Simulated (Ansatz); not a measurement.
AlAs (zinc blende)

```yaml
crystal:
  lattice:
    - [0.00000, 2.86406, 2.86406]
    - [2.86406, 0.00000, 2.86406]
    - [2.86406, 2.86406, 0.00000]
  atoms:
    - { symbol: As, position: [0.75000, 0.75000, 0.75000] }
    - { symbol: Al, position: [0.00000, 0.00000, 0.00000] }
```

The volume is varied about the relaxed value V₀ at fixed cell shape. Symmetry pins the atoms to their sites.

All values below come from PBE (plane waves to 420 eV, PAW, scalar-relativistic; Ansatz, a quantum-chemistry and plane-wave program). k mesh 10×10×10 (Γ-centred), Fermi-Dirac smearing 0.05 eV. Energies are smeared free energies. Stress and pressure are positive under compression. AlAs was relaxed with its symmetry unable to fall. The PAW data are Ansatz's earlier set. The zero of ΔE is the relaxed starting cell.

```json
[
 {"V (Å³/atom)": "19.734", "ΔE (meV/atom)": "170.9"},
 {"V (Å³/atom)": "20.361", "ΔE (meV/atom)": "112.5"},
 {"V (Å³/atom)": "20.987", "ΔE (meV/atom)": "68.3"},
 {"V (Å³/atom)": "21.614", "ΔE (meV/atom)": "36.5"},
 {"V (Å³/atom)": "22.240", "ΔE (meV/atom)": "15.4"},
 {"V (Å³/atom)": "22.867", "ΔE (meV/atom)": "3.7"},
 {"V (Å³/atom)": "23.493", "ΔE (meV/atom)": "0.0"},
 {"V (Å³/atom)": "24.120", "ΔE (meV/atom)": "3.3"},
 {"V (Å³/atom)": "24.746", "ΔE (meV/atom)": "12.7"},
 {"V (Å³/atom)": "25.373", "ΔE (meV/atom)": "27.4"},
 {"V (Å³/atom)": "25.999", "ΔE (meV/atom)": "46.7"},
 {"V (Å³/atom)": "26.626", "ΔE (meV/atom)": "69.8"},
 {"V (Å³/atom)": "27.252", "ΔE (meV/atom)": "withheld"}
]
```

Problem. Fit a third-order Birch-Murnaghan form (E₀, V₀, B₀, B₀′ free) to the given rows and predict ΔE at V = 27.252.

Solution. Least squares on the 12 given rows: ΔE = E₀ + (9V₀B₀/16)·y²·[2 + (B₀′ − 4)y], y = (V₀/V)^(2/3) − 1, with V₀ = 23.496 Å³/atom, B₀ = 66.94 GPa (160.2 GPa = 1 eV/Å³; the term in eV is multiplied by 1000), B₀′ = 4.28, E₀ = 0.01 meV/atom; root-mean-square residual 0.06 meV/atom. At 27.252 the fit gives 96.6 meV/atom; the calculation gives 96.4 meV/atom, so the extrapolation is off by 0.2 (+0.2 %). For the pressure the fit gives -7.2 GPa against the computed -7.2 GPa.

(Under strain, the slope of the energy per volume gives the stress and its curvature an elastic modulus.)
